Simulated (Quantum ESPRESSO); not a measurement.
# TiRu6Li: a guest atom moved from site to site

Simulated, not a measurement. The program is pw.x of Quantum ESPRESSO 7.5 (plane-wave density functional theory). The cell is made up: eight metal atoms on a hexagonal close-packed lattice, with elements, volume, strain and displacements drawn at random and not relaxed, so it may be unstable or far from any real phase. PseudoDojo standard norm-conserving files set the functional (PBE unless stated); there is no spin polarisation or spin-orbit coupling, the Fermi-Dirac width of 0.25 eV means electrons at about 2900 K, and the masses in the input are unused placeholders. A spin test at this wide smearing found no moment, but such smearing suppresses magnetism that the real alloy may have.

The runs move one Ti atom among sites that otherwise hold Ru. Cell, positions, cutoff, mesh and smearing stay as in the input of run 1; sites are counted in its order. Stress in the tables is positive in tension.

Input of run 1:

```
&control calculation='scf', pseudo_dir='./dojo.nc.sr.pbe.v0_5.standard.upf', outdir='./o', disk_io='medium', tprnfor=.true., tstress=.true. /
&system ibrav=0, nat=8, ntyp=3, nbnd=73, ecutwfc=84.00895049, nosym=.true., tot_charge=0,
 occupations='smearing', smearing='fd', degauss=0.0183746611
/
&electrons conv_thr=1.470e-08, electron_maxstep=70, mixing_beta=0.5 /
ATOMIC_SPECIES
Li 1.0 Li.upf
Ru 1.0 Ru.upf
Ti 1.0 Ti.upf
CELL_PARAMETERS angstrom
4.0894 -2.3824 0.0594
-2.7315 0.1034 -4.5135
2.6859 4.6949 -0.0814
ATOMIC_POSITIONS angstrom
Ti 0.0227 -0.008 -0.0334
Ru 1.3504 2.4741 -0.0536
Ru -0.0022 1.5216 -2.3197
Ru 1.3352 3.9019 -2.3392
Ru 2.6671 -0.0045 0.0399
Ru 3.961 2.3015 -0.0804
Li 1.2791 -0.8339 -2.256
Ru 2.6934 1.7062 -2.2774
K_POINTS automatic
6 5 5 1 1 1
```

| run | elements on sites 1 to 8 | free energy less that of run 1 (eV) | -TS (eV) | pressure (GPa) | stress xx (GPa) | stress yy (GPa) | stress zz (GPa) | stress yz (GPa) | stress xz (GPa) | stress xy (GPa) | iterations |
| --- | --- | --- | --- | --- | --- | --- | --- | --- | --- | --- | --- |
| 1 | Ti Ru Ru Ru Ru Ru Li Ru | 0.000 | -1.773 | -5.18 | 3.98 | 1.99 | 9.55 | -2.46 | -0.92 | -0.84 | 18 |
| 2 | Ru Ru Ti Ru Ru Ru Li Ru | 0.031 | -1.901 | -4.67 | 2.37 | 0.78 | 10.87 | -1.87 | 0.02 | -1.18 | 19 |
| 3 | Ru Ru Ru Ru Ti Ru Li Ru | 0.012 | -1.813 | -5.09 | 3.47 | 1.47 | 10.35 | -2.26 | 1.13 | -1.23 | 19 |
| 4 | Ru Ru Ru Ru Ru Ti Li Ru | 0.050 | -1.821 | -5.35 | 3.56 | 2.19 | 10.30 | -1.74 | 1.37 | -1.82 | 17 |
| 5 | Ru Ru Ru Ru Ru Ru Li Ti | -0.099 | -1.796 | -5.30 | 3.78 | 0.75 | 11.38 | -1.70 | -0.25 | -3.60 | 20 |

Forces Fx Fy Fz (eV/Å):

```
site              run 1              run 2              run 3              run 4              run 5
   1    -0.14 0.40 0.03    -0.26 0.46 0.50   -0.35 0.58 -0.20    -0.03 0.66 0.04   -0.01 0.40 -0.55
   2  -0.20 -0.96 -0.16  -0.65 -0.91 -0.15  -0.59 -0.96 -0.24  -0.69 -1.09 -0.24  -0.41 -1.08 -0.20
   3   -0.31 0.75 -0.20    -0.24 0.38 0.01    -0.27 0.45 0.56    -0.46 0.71 0.89    -0.49 0.78 0.25
   4   -0.34 0.62 -0.25    -0.75 0.37 0.18    -0.48 0.61 0.70    -0.45 0.51 0.18    -0.46 0.81 0.16
   5  -0.19 -0.32 -0.29    0.06 0.12 -0.47   0.08 -0.16 -0.53   0.33 -0.23 -0.70   0.00 -0.47 -0.04
   6     0.67 0.12 0.61     1.11 0.19 0.12     1.05 0.04 0.41     0.54 0.08 0.19     0.74 0.19 0.53
   7     0.74 0.57 0.04     0.50 0.28 0.00    0.63 0.35 -0.05    0.59 0.66 -0.26    0.73 0.63 -0.04
   8   -0.22 -1.18 0.22   0.23 -0.89 -0.19  -0.07 -0.91 -0.65   0.17 -1.29 -0.09  -0.10 -1.26 -0.10
```

The sites are displaced and not relaxed, so the energy differences hold strain from misfit and are not ordering energies. A rerun of one cell of this series at a higher cutoff and on a denser mesh moved values by no more than 0.009 eV in energy, 0.03 GPa in stress and 0.006 eV/Å in force, and a second program with other atomic files agreed on that cell to 2 % rms in force and 0.5 GPa in pressure.